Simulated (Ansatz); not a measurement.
Problem. Each is relaxed and computed with DFT-r²SCAN in the program Ansatz with PAW potentials. Which is the only one with a gap?
(A) DyB2C2, P4/mbm (Dy on 2a, B on 4h, C on 4h)
(B) BaC2, R-3m (Ba on 3a, C on 6c)
(C) NdC2, MoSi2 or CaC2 type
(D) Nb2GaC, P6_3/mmc (Nb on 4f, Ga on 2d, C on 2a)

Solution. B, BaC2, R-3m (Ba on 3a, C on 6c). BaC2: gap 1.79 eV (indirect); Nb2GaC: metal; DyB2C2: metal; NdC2: metal. Caveat: open 4f shells can settle in a state that is not the lowest. Spin orders computed, not proven ground states: DyB2C2, P4/mbm (Dy on 2a, B on 4h, C on 4h) ferromagnetic; NdC2, MoSi2 or CaC2 type ferromagnetic. Standing as an ambient phase not checked: BaC2, R-3m (Ba on 3a, C on 6c); Nb2GaC, P6_3/mmc (Nb on 4f, Ga on 2d, C on 2a); DyB2C2, P4/mbm (Dy on 2a, B on 4h, C on 4h); NdC2, MoSi2 or CaC2 type. All cells were relaxed under the symmetry of their starts (and spin orders); stability against distortions was not tested throughout. Rows with no word on spin ran without spin polarisation. No Hubbard U is applied. Spin–orbit coupling is left out wherever it is not named.

Potentials: the later of the program's two PAW sets.
